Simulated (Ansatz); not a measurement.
Ga (α-Ga, space group No. 64) at seven volumes, PBEsol in the plane-wave PAW code Ansatz, shape and atoms relaxed at each. One row is withheld.

```
V (Å³/atom)  P (GPa)
-----------  -------
17.362          7.17
17.935          4.33
18.507             ?
19.079          0.00
19.652         -1.64
20.224         -3.00
20.796         -4.13
```

Problem. Fit the shown pressures and predict the withheld one.

Solution. Third-order Birch–Murnaghan: P = (3/2)B₀(x^(7/2) − x^(5/2))[1 + (3/4)(B′ − 4)(x − 1)] with x = (V₀/V)^(2/3). Least squares on the six rows gives V₀ = 19.079 Å³/atom, B₀ = 59.73 GPa, B′ = 5.11. At V = 18.507, x = 1.0205 and P = 1.97 GPa. The run itself gave 1.97 GPa.

Space group Cmce (α-Ga). The PBEsol relaxation kept the symmetry of its start.

Potentials: the earlier of the program's two PAW sets. The files were generated under PBE; for other functionals the program regenerates the frozen cores, and for LDA and PBEsol the local potential too.
